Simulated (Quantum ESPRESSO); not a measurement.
MgAlInGaSP3, one run as intended and one with a planted mistake

A calculation, not a measurement. The program is pw.x of Quantum ESPRESSO 7.5 (plane-wave density functional theory). The cell is made up: 8 atoms on a zincblende/diamond lattice, with randomly drawn elements, strain and displacements, not relaxed. PseudoDojo standard norm-conserving files (v0.5 for PBE, v0.4.1 for LDA and PBEsol) set the functional; there is no spin polarisation, spin-orbit coupling or dispersion term, and the masses in the input are unused placeholders.

Intended input:

```
&control calculation='scf', pseudo_dir='./dojo.nc.sr.pbe.v0_5.standard.upf', outdir='./o', disk_io='medium', tprnfor=.true., tstress=.true. /
&system ibrav=0, nat=8, ntyp=6, nbnd=36, ecutwfc=84.00895049, nosym=.true., tot_charge=0,
 occupations='smearing', smearing='fd', degauss=0.0018374661
/
&electrons conv_thr=7.350e-09, electron_maxstep=60, /
ATOMIC_SPECIES
Al 1.0 Al.upf
Ga 1.0 Ga.upf
In 1.0 In.upf
Mg 1.0 Mg.upf
P 1.0 P.upf
S 1.0 S.upf
CELL_PARAMETERS angstrom
5.6145 0.0915 -0.0434
0.0915 5.6354 -0.0352
-0.0434 -0.0352 5.6594
ATOMIC_POSITIONS angstrom
Mg 0.0195 -0.0088 -0.057
Al 0.0239 2.758 2.7982
In 2.7503 0.0107 2.8195
Ga 2.8276 2.8305 -0.0289
S 1.4837 1.3565 1.4077
P 1.418 4.2211 4.1368
P 4.1758 1.4881 4.2484
P 4.2595 4.2622 1.3584
K_POINTS automatic
4 4 4 1 1 1
```

The log is shortened where brackets say so; the opening notice, blank lines, dates and the lines on written files are dropped, and the path of the files is cut. It prints rydbergs, bohrs and kilobars, and counts compression as positive stress.

Log of the intended run:

```
     Program PWSCF v.7.5
     Parallel version (MPI & OpenMP), running on       1 processor cores
     Number of MPI processes:                 1
     Threads/MPI process:                     1
     [start-up lines left out]
     bravais-lattice index     =            0
     lattice parameter (alat)  =      10.6116  a.u.
     unit-cell volume          =    1207.9416 (a.u.)^3
     number of atoms/cell      =            8
     number of atomic types    =            6
     number of electrons       =        60.00
     number of Kohn-Sham states=           36
     kinetic-energy cutoff     =      84.0090  Ry
     charge density cutoff     =     336.0358  Ry
     scf convergence threshold =      7.3E-09
     mixing beta               =       0.7000
     number of iterations used =            8  plain     mixing
     Exchange-correlation= PBE
                           (   1   4   3   4   0   0   0)
     [axes and pseudopotential details left out]
   Cartesian axes
     site n.     atom                  positions (alat units)
         1        Mg     tau(   1) = (   0.0034726  -0.0015671  -0.0101506  )
         2        Al     tau(   2) = (   0.0042561   0.4911482   0.4983070  )
         3        In     tau(   3) = (   0.4897770   0.0019055   0.5021002  )
         4        Ga     tau(   4) = (   0.5035426   0.5040591  -0.0051465  )
         5        S      tau(   5) = (   0.2642192   0.2415673   0.2506850  )
         6        P      tau(   6) = (   0.2525193   0.7516989   0.7366867  )
         7        P      tau(   7) = (   0.7436318   0.2650028   0.7565605  )
         8        P      tau(   8) = (   0.7585372   0.7590180   0.2419056  )
     number of k points=    32  Fermi-Dirac smearing, width (Ry)=  0.0018
                       cart. coord. in units 2pi/alat
        k(    1) = (   0.1239824   0.1233291   0.1257463), wk =   0.0625000
        k(    2) = (   0.1258754   0.1248479   0.3738272), wk =   0.0625000
     [further k points left out]
     Dense  grid:   125613 G-vectors     FFT dimensions: (  64,  64,  64)
     Estimated max dynamical RAM per process >     173.79 MB
     Initial potential from superposition of free atoms
     starting charge      59.9897, renormalised to      60.0000
     Starting wfcs are   43 randomized atomic wfcs
     total cpu time spent up to now is       14.9 secs
     per-process dynamical memory:   100.5 Mb
     Self-consistent Calculation
     iteration #  1     ecut=    84.01 Ry     beta= 0.70
     Davidson diagonalization with overlap
     ethr =  1.00E-02,  avg # of iterations =  4.2
     Threshold (ethr) on eigenvalues was too large:
     Diagonalizing with lowered threshold
     Davidson diagonalization with overlap
     ethr =  7.72E-04,  avg # of iterations =  1.8
     total cpu time spent up to now is       73.7 secs
     total energy              =    -472.94659982 Ry
     estimated scf accuracy    <       0.46512541 Ry
     iteration #  2     ecut=    84.01 Ry     beta= 0.70
     Davidson diagonalization with overlap
     ethr =  7.75E-04,  avg # of iterations =  3.1
     total cpu time spent up to now is      102.2 secs
     total energy              =    -473.06336368 Ry
     estimated scf accuracy    <       0.15317961 Ry
     [iterations 3 to 8 left out]
     iteration #  9     ecut=    84.01 Ry     beta= 0.70
     Davidson diagonalization with overlap
     ethr =  3.78E-10,  avg # of iterations =  2.1
     total cpu time spent up to now is      333.9 secs
     total energy              =    -473.09764094 Ry
     estimated scf accuracy    <       0.00000002 Ry
     iteration # 10     ecut=    84.01 Ry     beta= 0.70
     Davidson diagonalization with overlap
     ethr =  3.55E-11,  avg # of iterations =  3.3
     total cpu time spent up to now is      367.9 secs
     End of self-consistent calculation
     [lines on levels left out]
!    total energy              =    -473.09764094 Ry
     estimated scf accuracy    <          2.0E-09 Ry
     smearing contrib. (-TS)   =      -0.00000000 Ry
     internal energy E=F+TS    =    -473.09764094 Ry
     The total energy is F=E-TS. E is the sum of the following terms:
     one-electron contribution =    -254.47712765 Ry
     hartree contribution      =     155.82146935 Ry
     xc contribution           =    -118.73703880 Ry
     ewald contribution        =    -255.70494384 Ry
     convergence has been achieved in  10 iterations
     Forces acting on atoms (cartesian axes, Ry/au):
     atom    1 type  4   force =    -0.01577797   -0.01178330    0.02065231
     atom    2 type  1   force =    -0.02027613    0.01664997    0.01617806
     atom    3 type  3   force =     0.05987741   -0.03075911    0.05056720
     atom    4 type  2   force =     0.02075288    0.04155797   -0.01543647
     atom    5 type  6   force =    -0.06489398    0.07504293   -0.04392618
     atom    6 type  5   force =    -0.02045301   -0.07037304    0.01964587
     atom    7 type  5   force =     0.01696714    0.02794206   -0.01833391
     atom    8 type  5   force =     0.02380365   -0.04827748   -0.02934689
     Total force =     0.184231     Total SCF correction =     0.000142
     Computing stress (Cartesian axis) and pressure
          total   stress  (Ry/bohr**3)                   (kbar)     P=       30.19
   0.00020671  -0.00020580   0.00002664           30.41      -30.27        3.92
  -0.00020580   0.00020581  -0.00004694          -30.27       30.28       -6.91
   0.00002664  -0.00004694   0.00020320            3.92       -6.91       29.89
     init_run     :     13.65s CPU     14.62s WALL (       1 calls)
     electrons    :    329.52s CPU    353.11s WALL (       1 calls)
     forces       :      4.11s CPU      4.15s WALL (       1 calls)
     stress       :     19.67s CPU     19.77s WALL (       1 calls)
     [timing details left out]
     PWSCF        :   6m 7.29s CPU   6m32.53s WALL
     JOB DONE.
```

A second run has one planted mistake: the files are those of another functional. The input lines that differ, file-writing options aside:

```
- &control calculation='scf', pseudo_dir='./dojo.nc.sr.pbe.v0_5.standard.upf', outdir='./o', disk_io='medium', tprnfor=.true., tstress=.true. /
+ &control calculation='scf', pseudo_dir='./dojo.nc.sr.lda.v0_4_1.standard.upf', outdir='./o', disk_io='medium', tprnfor=.true., tstress=.true. /
```

Its log:

```
     Program PWSCF v.7.5
     Parallel version (MPI & OpenMP), running on       1 processor cores
     Number of MPI processes:                 1
     Threads/MPI process:                     1
     [start-up lines left out]
     bravais-lattice index     =            0
     lattice parameter (alat)  =      10.6116  a.u.
     unit-cell volume          =    1207.9416 (a.u.)^3
     number of atoms/cell      =            8
     number of atomic types    =            6
     number of electrons       =        60.00
     number of Kohn-Sham states=           36
     kinetic-energy cutoff     =      84.0090  Ry
     charge density cutoff     =     336.0358  Ry
     scf convergence threshold =      7.3E-09
     mixing beta               =       0.7000
     number of iterations used =            8  plain     mixing
     Exchange-correlation= SLA  PW   NOGX NOGC
                           (   1   4   0   0   0   0   0)
     [axes and pseudopotential details left out]
   Cartesian axes
     site n.     atom                  positions (alat units)
         1        Mg     tau(   1) = (   0.0034726  -0.0015671  -0.0101506  )
         2        Al     tau(   2) = (   0.0042561   0.4911482   0.4983070  )
         3        In     tau(   3) = (   0.4897770   0.0019055   0.5021002  )
         4        Ga     tau(   4) = (   0.5035426   0.5040591  -0.0051465  )
         5        S      tau(   5) = (   0.2642192   0.2415673   0.2506850  )
         6        P      tau(   6) = (   0.2525193   0.7516989   0.7366867  )
         7        P      tau(   7) = (   0.7436318   0.2650028   0.7565605  )
         8        P      tau(   8) = (   0.7585372   0.7590180   0.2419056  )
     number of k points=    32  Fermi-Dirac smearing, width (Ry)=  0.0018
                       cart. coord. in units 2pi/alat
        k(    1) = (   0.1239824   0.1233291   0.1257463), wk =   0.0625000
        k(    2) = (   0.1258754   0.1248479   0.3738272), wk =   0.0625000
     [further k points left out]
     Dense  grid:   125613 G-vectors     FFT dimensions: (  64,  64,  64)
     Estimated max dynamical RAM per process >     173.79 MB
     Initial potential from superposition of free atoms
     starting charge      59.9917, renormalised to      60.0000
     Starting wfcs are   43 randomized atomic wfcs
     total cpu time spent up to now is       14.6 secs
     per-process dynamical memory:   109.1 Mb
     Self-consistent Calculation
     iteration #  1     ecut=    84.01 Ry     beta= 0.70
     Davidson diagonalization with overlap
     ethr =  1.00E-02,  avg # of iterations =  4.2
     Threshold (ethr) on eigenvalues was too large:
     Diagonalizing with lowered threshold
     Davidson diagonalization with overlap
     ethr =  7.37E-04,  avg # of iterations =  2.0
     total cpu time spent up to now is       78.9 secs
     total energy              =    -472.46526953 Ry
     estimated scf accuracy    <       0.44569836 Ry
     iteration #  2     ecut=    84.01 Ry     beta= 0.70
     Davidson diagonalization with overlap
     ethr =  7.43E-04,  avg # of iterations =  3.4
     total cpu time spent up to now is      107.9 secs
     total energy              =    -472.57689187 Ry
     estimated scf accuracy    <       0.16557522 Ry
     [iterations 3 to 8 left out]
     iteration #  9     ecut=    84.01 Ry     beta= 0.70
     Davidson diagonalization with overlap
     ethr =  3.10E-10,  avg # of iterations =  2.0
     total cpu time spent up to now is      314.2 secs
     total energy              =    -472.61391023 Ry
     estimated scf accuracy    <       0.00000002 Ry
     iteration # 10     ecut=    84.01 Ry     beta= 0.70
     Davidson diagonalization with overlap
     ethr =  2.93E-11,  avg # of iterations =  2.5
     total cpu time spent up to now is      343.3 secs
     End of self-consistent calculation
     [lines on levels left out]
!    total energy              =    -472.61391024 Ry
     estimated scf accuracy    <          9.2E-10 Ry
     smearing contrib. (-TS)   =      -0.00000000 Ry
     internal energy E=F+TS    =    -472.61391024 Ry
     The total energy is F=E-TS. E is the sum of the following terms:
     one-electron contribution =    -255.51193053 Ry
     hartree contribution      =     155.49321700 Ry
     xc contribution           =    -116.89025287 Ry
     ewald contribution        =    -255.70494384 Ry
     convergence has been achieved in  10 iterations
     Forces acting on atoms (cartesian axes, Ry/au):
     atom    1 type  4   force =    -0.01474071   -0.01115837    0.01958948
     atom    2 type  1   force =    -0.01940713    0.01706930    0.01531552
     atom    3 type  3   force =     0.05658663   -0.02910174    0.04655492
     atom    4 type  2   force =     0.02211494    0.03947280   -0.01607957
     atom    5 type  6   force =    -0.05594757    0.06975798   -0.03930725
     atom    6 type  5   force =    -0.01471323   -0.06600234    0.01749751
     atom    7 type  5   force =     0.00969445    0.02585194   -0.01736363
     atom    8 type  5   force =     0.01641263   -0.04588957   -0.02620698
     Total force =     0.169400     Total SCF correction =     0.000089
     Computing stress (Cartesian axis) and pressure
          total   stress  (Ry/bohr**3)                   (kbar)     P=      -11.88
  -0.00007598  -0.00019524   0.00002488          -11.18      -28.72        3.66
  -0.00019524  -0.00008170  -0.00004434          -28.72      -12.02       -6.52
   0.00002488  -0.00004434  -0.00008468            3.66       -6.52      -12.46
     init_run     :     12.41s CPU     14.47s WALL (       1 calls)
     electrons    :    304.29s CPU    328.68s WALL (       1 calls)
     forces       :      4.39s CPU      4.45s WALL (       1 calls)
     stress       :     16.33s CPU     17.10s WALL (       1 calls)
     [timing details left out]
     PWSCF        :   5m37.63s CPU   6m 5.09s WALL
     JOB DONE.
```

```
                                            intended run  run with the mistake
                          free energy (eV)     -6436.821             -6430.240
                    smearing term -TS (eV)        0.0000                0.0000
                            pressure (GPa)          3.02                 -1.19
            largest force component (eV/Å)         1.929                 1.794
largest change of a force component (eV/Å)                               0.230
                                iterations            10                    10
```

For scale, a rerun of the intended cell at 1437 eV and a 6 x 6 x 6 mesh moved values by no more than 0.006 eV in energy, 0.02 GPa in stress and 0.003 eV/Å in force. Files of another functional have another zero of energy, so the energy change says nothing on stability.